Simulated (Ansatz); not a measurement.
# MgB2 (AlB2 type, space group P6/mmm), scan of one atom of the cell

Relaxed MgB₂ (AlB2 type, space group P6/mmm):

```
MgB2
1.0
    3.07432     0.00000     0.00000
   -1.53716     2.66244     0.00000
    0.00000     0.00000     3.52754
Mg B
1 2
Direct
  0.00000   0.00000   0.00000
  0.33333   0.66667   0.50000
  0.66667   0.33333   0.50000
```

In each cell atom 3 (B, nearest neighbour B at 1.775 Å; its periodic images, 3.1 Å or more away, move with it) moves by s·(0.000, 0.000, 1.000) (along Cartesian z), the rest being held.

All values below come from PBE (plane waves to 420 eV, PAW, scalar-relativistic; Ansatz, an electronic-structure program). k mesh 14×14×11 (Γ-centred), Fermi-Dirac smearing 0.05 eV. Energies are smeared free energies. Stress and pressure are positive under compression. With partly filled bands, energies and forces of such displacements shift with the k mesh and the smearing. F∥ is the force on the atom along that direction. MgB2 was relaxed with its symmetry unable to fall. ΔE is measured from the undisplaced structure.

| s (Å) | ΔE (meV/cell) | F∥ (eV/Å) | P (GPa) |
|---|---|---|---|
| -0.350 | 671 | 3.806 | 3.4 |
| -0.280 | 431 | 3.061 | 2.2 |
| -0.210 | 243 | 2.307 | 1.2 |
| -0.140 | 108 | 1.543 | 0.5 |
| -0.070 | 27 | 0.773 | 0.1 |
| 0.000 | 0 | 0.000 | 0.0 |
| 0.070 | 27 | -0.773 | 0.1 |
| 0.140 | 108 | -1.543 | 0.5 |
| 0.210 | 243 | -2.307 | 1.2 |
| 0.280 | 431 | -3.061 | 2.2 |
| 0.350 | 671 | -3.806 | 3.4 |

Derived quantities:

The energy at s = 0.350 Å is 671 meV/cell and the force along the line at s = -0.350 Å is 3.81 eV/Å. The force constant k = d²E/ds² at s = 0 (finite differences) is 11.1 eV/Å². Symmetry of the curve: even: the same for both signs. Shape of the curve: a single well with its minimum at or next to zero displacement. Harmonic estimate at the end of the scan: ½ks² = 677 meV/cell against the computed 671 meV/cell, so the well is close to harmonic there.

The 11 points together took very roughly 60 core-seconds.

(A displaced cell: forces are minus the slopes of the energy, force constants its curvatures, and phonons follow from these.)
